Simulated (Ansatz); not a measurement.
Relaxed BaTiO3 (cubic perovskite):

```xyz
5
Lattice="3.9944 0.0000 0.0000 0.0000 3.9944 0.0000 0.0000 0.0000 3.9944" Properties=species:S:1:pos:R:3 pbc="T T T"
Ba     0.0000     0.0000     0.0000
Ti     1.9972     1.9972     1.9972
O      0.0000     1.9972     1.9972
O      1.9972     1.9972     0.0000
O      1.9972     0.0000     1.9972
```

In this cell atom 4 (O, nearest neighbour Ti at 1.997 Å; its periodic images, 4.0 Å or more away, move with it) is moved by s along Cartesian [111], unit vector (0.577, 0.577, 0.577); all other atoms and the cell stay fixed.

All values below come from r2SCAN (plane waves to 500 eV, PAW, scalar-relativistic; Ansatz, a quantum-chemistry and plane-wave program). k mesh 7×7×7 (Γ-centred), Fermi-Dirac smearing 0.05 eV. E stands for the smeared free energy. Compression counts positive. F∥ is the force on the atom along that direction. F⊥ is the part of the force across the line. BaTiO3 is run without spin polarisation. BaTiO3 was relaxed with its symmetry unable to fall. The PAW data are Ansatz's earlier set. This is a high-temperature form of BaTiO3. ΔE is measured from the undisplaced structure.

```json
[
 {"s (Å)": "-0.400", "ΔE (eV/cell)": "0.509", "|F⊥| (eV/Å)": "0.373", "P (GPa)": "4.41", "F∥ (eV/Å)": "2.815"},
 {"s (Å)": "-0.320", "ΔE (eV/cell)": "0.312", "|F⊥| (eV/Å)": "0.168", "P (GPa)": "2.84", "F∥ (eV/Å)": "2.105"},
 {"s (Å)": "-0.240", "ΔE (eV/cell)": "0.169", "|F⊥| (eV/Å)": "0.036", "P (GPa)": "1.60", "F∥ (eV/Å)": "1.482"},
 {"s (Å)": "-0.160", "ΔE (eV/cell)": "0.073", "|F⊥| (eV/Å)": "0.024", "P (GPa)": "0.71", "F∥ (eV/Å)": "0.936"},
 {"s (Å)": "-0.080", "ΔE (eV/cell)": "0.018", "|F⊥| (eV/Å)": "0.028", "P (GPa)": "0.18", "F∥ (eV/Å)": "0.451"},
 {"s (Å)": "0.000", "ΔE (eV/cell)": "0.000", "|F⊥| (eV/Å)": "0.000", "P (GPa)": "0.00", "F∥ (eV/Å)": "0.000"},
 {"s (Å)": "0.080", "ΔE (eV/cell)": "0.018", "|F⊥| (eV/Å)": "0.028", "P (GPa)": "0.18", "F∥ (eV/Å)": "-0.451"},
 {"s (Å)": "0.160", "ΔE (eV/cell)": "0.073", "|F⊥| (eV/Å)": "0.024", "P (GPa)": "0.71", "F∥ (eV/Å)": "-0.936"},
 {"s (Å)": "0.240", "ΔE (eV/cell)": "0.169", "|F⊥| (eV/Å)": "0.036", "P (GPa)": "1.60", "F∥ (eV/Å)": "-1.482"},
 {"s (Å)": "0.320", "ΔE (eV/cell)": "0.312", "|F⊥| (eV/Å)": "0.168", "P (GPa)": "2.84", "F∥ (eV/Å)": "-2.105"},
 {"s (Å)": "0.400", "ΔE (eV/cell)": "0.509", "|F⊥| (eV/Å)": "0.373", "P (GPa)": "4.41", "F∥ (eV/Å)": "-2.815"}
]
```

Key numbers:

```
Property                                                                                                                                             Result
--------------------------------------------------------  -------------------------------------------------------------------------------------------------
Energy at s = 0.400 Å                                                                                                                          509 meV/cell
Force along the line at s = -0.400 Å                                                                                                              2.81 eV/Å
Symmetry of the curve                                                                                                         even: the same for both signs
Shape of the curve                                                                           a single well with its minimum at or next to zero displacement
Force constant k = d²E/ds² at s = 0 (finite differences)                                                                                         5.57 eV/Å²
Harmonic estimate at the end of the scan                  ½ks² = 446 meV/cell against the computed 509 meV/cell, so the well is stiffer than harmonic there
```

(For displaced atoms, the force is minus the slope of the energy, and its curvature is a force constant, which sets phonon frequencies.)
